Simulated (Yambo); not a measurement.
A BSE run in Yambo for CaTiO3 (space group I4/mcm, No. 140) (LDA bands; 6×6×6 mesh, 11 valence and 6 conduction bands, static screening with 81 bands and a 3 Ry block, scissor 1.73 eV, Tamm-Dancoff; field along x) gives:

```
state  energy (eV)  states within 2 meV  relative strength  class
-----  -----------  -------------------  -----------------  -----
1             3.65                    1             < 0.01   dark
2             3.66                    1             < 0.01   dark
3             3.81                    2             < 0.01   dark
4             3.83                    2             < 0.01   dark
5             3.85                    2             < 0.01   weak
```

Axes are Cartesian, with cell vectors (Å) (-2.69, 2.69, 3.90), (2.69, -2.69, 3.90), (2.69, 2.69, -3.90).

### Question
What changes when the window shrinks to 6 valence and 3 conduction bands?

### Answer
The lowest state goes from 3.653 eV to 3.666 eV, and its distance below the direct gap from 0.374 eV to 0.361 eV. These are vertical excitations (zero momentum). The scissor comes from a G0W0 run whose convergence isn't established.

Geometry of the Materials Project entry, not relaxed at this level; primitive cell a = b = c = 5.441 Å, α = β = 120.85°, γ = 88.54°.

This is not the ordinary phase of the substance.
